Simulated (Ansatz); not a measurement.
A geometry of SnO away from equilibrium: step 15 of the relaxation of a generated trial cell of SnO in the MnP structure type. Calculation: PBE (plane waves to 420 eV, PAW, scalar-relativistic; Ansatz, a quantum-chemistry and plane-wave program). Γ-centred k-mesh 5×8×4 on the run's cell (coarser than for final values), Fermi–Dirac smearing 0.05 eV.

```xyz
8
Lattice="6.2341 0.0000 0.0000 0.0000 3.5112 0.0000 0.0000 0.0000 5.8007" Properties=species:S:1:pos:R:3:forces:R:3 pbc="T T T" free_energy=-26364.590 pressure_GPa=10.3
Sn     3.2923     0.8778     4.3357   -0.0061    0.0000   -0.0024
Sn     0.1753     0.8778     4.3654   -0.0061    0.0000    0.0024
Sn     2.9418     2.6334     1.4650    0.0061    0.0000    0.0024
Sn     6.0588     2.6334     1.4353    0.0061    0.0000   -0.0024
O      3.9603     0.8778     0.6300    0.0140    0.0000   -0.0248
O      0.8433     0.8778     2.2704    0.0140    0.0000    0.0248
O      2.2738     2.6334     5.1707   -0.0140    0.0000    0.0248
O      5.3908     2.6334     3.5303   -0.0140    0.0000   -0.0248
```

Positions in Å, forces in eV/Å, free energy of the cell in eV (comparable only within this code, potentials and settings). Largest force: 0.03 eV/Å, on O5, O6, O7, O8 (atoms numbered as listed); the geometry lies 0.16 eV/atom above the end of its relaxation.

No spin polarisation in the result. Without a van der Waals term the distances between weakly bound units are poorly fixed.

The run could not lose the symmetry of its start: the end is stationary, and may be a saddle point rather than a minimum.

The end of the path is a generated cell of SnO: the first start was made by placing the elements on the sites of a structure type, and the end was not matched to a known phase here, so it may be hypothetical. Known forms of SnO include space group No. 129.
